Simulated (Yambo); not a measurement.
## How GW settings move the gap: Ag2S

G0W0@PBEsol for Ag$_{2}$S (space group P1, No. 1) in Yambo. Reference settings: 2×2×1 Γ-centred k mesh, bands 25 to 313 and a 7 Ry block in the screening, 313 bands in G with the Bruneval-Gonze terminator, plasmon pole fitted at 27.2 eV. The PBEsol gap (0, -0.5, 0) → Γ on this mesh is 0.81 eV; G0W0 gaps are taken between the same points.

```csv
change from the reference,"G0W0 gap (0, -0.5, 0) → Γ (eV)",shift of the valence edge (eV),rough Yambo cost
reference settings,1.20,-0.37,1
"140 bands in W, 140 bands in G",1.20,-0.15,about 1/3
"214 bands in W, 214 bands in G",1.20,-0.29,within a factor of two
140 bands in G,1.21,-0.32,–
214 bands in G,1.20,-0.36,–
164 bands in W,1.20,-0.24,about 1/3
1 Ry block,1.24,-0.40,about 1/3
3 Ry block,1.18,-0.25,about 1/2
6 Ry block,1.21,-0.35,within a factor of two
pole fitted at 55 eV,1.22,-0.44,–
no random integration,1.19,-0.15,–
"140 bands in G, no terminator",1.23,0.18,–
"214 bands in G, no terminator",1.22,-0.06,–
no terminator,1.21,-0.21,–
```

The reference isn't shown to be the converged limit. Costs are rough (shared machines), scaled to the same edge states, and given only for runs that recompute the screening. The mesh misses a band edge: along a dense path the PBEsol gap is 0.57 eV against 0.81 eV on the mesh.

Spin-orbit splittings are left out.

Geometry of the Materials Project entry, not relaxed at this level; primitive cell a = 4.435 Å, b = 4.620 Å, c = 9.806 Å, α = 99.78°, β = 98.20°, γ = 94.87°.

The structure is a Materials Project entry; no match was found in the copy of COD used, and its stability was not checked.

A shift is the quasiparticle energy of the state minus its PBEsol energy.
